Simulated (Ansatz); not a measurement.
Q: Name crystals whose computed values (the program Ansatz at the PBE+D3(BJ) level (PAW)) fall in these windows: gap (eV) 1.6 to 2.1; electron conductivity mass (mₑ) 0.56 to 0.69.

A: 

| crystal | gap (eV) | electron conductivity mass (mₑ) |
|---|---|---|
| CuCl, P3_121 (Cu on 3b, Cl on 3a) | 1.83 | 0.64 |
Others may fit too.

Typed or built starts, not in the databases checked: CuCl, P3_121 (Cu on 3b, Cl on 3a). Not the usual ambient phase: CuCl, P3_121 (Cu on 3b, Cl on 3a). Began spin-polarised and lost the moments: CuCl, P3_121 (Cu on 3b, Cl on 3a). The cell was relaxed under the symmetry of its start.

Potentials: the later of the program's two PAW sets.
